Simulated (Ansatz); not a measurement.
NaH (rock salt, Fm-3m), the program Ansatz at the LDA level (PAW). The conduction-band minimum lies at L, with 4 equivalent valleys. Second derivatives d²E/dk² of the lowest band at one valley (eV·Å²), along Cartesian directions:

| direction | d²E/dk² |
|---|---|
| [100] | 16.98 |
| [010] | 16.98 |
| [001] | 16.98 |
| [110] | 26.27 |
| [101] | 7.681 |
| [011] | 7.681 |

Q: Find the principal effective masses, the density-of-states mass and the conductivity mass.

A: Off-diagonal terms follow from H_xy = H[110] − (H_xx + H_yy)/2, and m*/mₑ = 7.620 eV·Å² over each eigenvalue: 0.21, 0.99, 0.99. One valley's DOS mass (m₁m₂m₃)^(1/3) = 0.60, conductivity mass 3/(Σ 1/mᵢ) = 0.45 mₑ.

Q: What effective density of states Nc follows at 300 K for parabolic valleys?

A: Nc = 2.509e19 × 4 × (0.60)^(3/2) ≈ 4.7e19 cm⁻³.

Q: With the computed static dielectric constant 8.95 (mean of the diagonal), estimate a hydrogenic donor's binding energy and radius.

A: E = 13.606 eV × 0.45/8.95² ≈ 76 meV; a = 0.529 Å × ε/m* ≈ 11 Å. Semilocal masses tend to be too small where the gap is.

Q: With ε∞ = 3.34 and ω_LO = 918 cm⁻¹, what Fröhlich coupling constant follows?

A: α = (1/ε∞ − 1/ε0) √(m* × 13.606 eV/ħω_LO) = 1.4.

The LDA relaxation kept the symmetry of its start; phonons on a q-mesh show no instability.

Potentials: the later of the program's two PAW sets.
